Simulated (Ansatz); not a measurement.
Ba2H3I:
```cif
data_H3Ba2I
_chemical_formula_sum 'Ba2 H3 I1'
_space_group_name_H-M_alt 'P-3m1'
_space_group_IT_number 164
_space_group_name_Hall '-P 3 2"'
_cell_length_a 4.51146
_cell_length_b 4.51146
_cell_length_c 8.09544
_cell_angle_alpha 90.000
_cell_angle_beta 90.000
_cell_angle_gamma 120.000
loop_
_atom_site_label
_atom_site_type_symbol
_atom_site_symmetry_multiplicity
_atom_site_Wyckoff_symbol
_atom_site_fract_x
_atom_site_fract_y
_atom_site_fract_z
_atom_site_occupancy
Ba1 Ba 2 d 0.33333 0.66667 0.31599 1
H1 H 2 d 0.66667 0.33333 0.35675 1
H2 H 1 b 0.00000 0.00000 0.50000 1
I1 I 1 a 0.00000 0.00000 0.00000 1
```

Relaxed with r²SCAN. DFT-r²SCAN in the program Ansatz with PAW potentials gives a gap of 2.74 eV.

Task: What gap does HSE06 give on the same cell (Ansatz, PAW)?

Result: 3.15 eV, 0.41 eV more. The hybrid was solved on a coarser mesh and at special points; its gap is the smallest among all of these.

Cost on shared cores: the r²SCAN run (SCF on a 7×7×4 mesh, then bands and DOS) around 100 core-seconds (rough), the HSE06 run (SCF on 4×4×2, then a few points) roughly 90 core-seconds; the tasks are unlike.

The first step of the workflow began from a Materials Project structure, measured or hypothetical; the Crystallography Open Database copy checked does not list it. Its standing as an ambient phase is unchecked. The r²SCAN relaxation kept the symmetry of its start; its stability against distortions is not shown here. Spin–orbit coupling is left out wherever it is not named.

Potentials: the later of the program's two PAW sets.
